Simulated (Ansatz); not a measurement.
# TiO2: a vibration from a frozen displacement

Computed with Ansatz 0.2.0, DFT r2SCAN, scalar-relativistic, plane waves, PAW. The runs took a 500 eV cutoff, a Γ-centred 6×6×10 mesh and Gaussian smearing (0.05 eV). No spin polarisation. Energies are free energies at this smearing, counted from the undisturbed cell; pressure is positive in compression.

The undisturbed cell (relaxed at this level):

```
CELL_PARAMETERS angstrom
4.59675 0.00000 0.00000
0.00000 4.59675 0.00000
0.00000 0.00000 2.95367
ATOMIC_POSITIONS crystal
Ti 0.00000 0.00000 0.00000
Ti 0.50000 0.50000 0.50000
O 0.30461 0.30461 0.00000
O 0.19539 0.80461 0.50000
O 0.69539 0.69539 0.00000
O 0.80461 0.19539 0.50000
```

Every Ti atom is moved by x along the Cartesian unit vector (0.000, 0.000, 1.000); the cell and all other atoms stay fixed. The cell's volume is 62.41 Å³; the moved atoms weigh 95.734 u together and the others 63.996 u. Some rows repeat others by symmetry and weren't run.

```csv
x (Å),ΔE (meV/cell),total force on the moved atoms along the move (eV/Å),pressure (GPa)
-0.5000,2590.08,17.8040,39.5329
-0.4375,1630.77,13.0106,29.8155
-0.3750,948.46,8.9496,21.5751
-0.3125,495.81,5.6676,14.7757
-0.2500,223.24,3.1892,9.3501
-0.1875,80.63,1.5024,5.2176
-0.1250,20.48,0.5306,2.3079
-0.0625,2.69,0.1126,0.5753
0.0000,0.00,0.0000,-0.0005
0.0625,2.69,-0.1126,0.5753
0.1250,20.48,-0.5306,2.3079
0.1875,80.63,-1.5024,5.2176
0.2500,223.24,-3.1892,9.3501
0.3125,495.81,-5.6676,14.7757
0.3750,948.46,-8.9496,21.5751
0.4375,1630.77,-13.0106,29.8155
0.5000,2590.08,-17.8040,39.5329
```

Question: What frequency belongs to this motion?

Answer: The force constant is k = −dF/dx = 1.802 eV/Å², from the parabola through x = -0.0625, 0 and 0.0625. In every cell the moved atoms swing against the rest, so the mass is μ = m₁m₂/(m₁ + m₂) = 38.356 u, and ν̃ = 521.5 cm⁻¹ × √(|k|/μ) = 113 cm⁻¹. Steps this long are already anharmonic: the energies of the same points give k = 1.379 eV/Å², so the harmonic k is uncertain by that gap or more. The pattern needn't be a normal mode: ν̃² is then a weighted mean of the squared nonzero frequencies at the zone centre of this cell, taken without macroscopic field, so it lies between the lowest and the highest of them.

Question: How far does the harmonic law reach?

Answer: At x = -0.500 Å, kx²/2 = 225.20 meV against the computed 2590.08 meV (+1050.1 %): the well stiffens in this direction at large amplitude.

Cost: 9 runs of about 6.1 core-minutes in all, on Intel Xeon Processor @ 2.50GHz (Skylake/Cascade Lake) (shared hosts).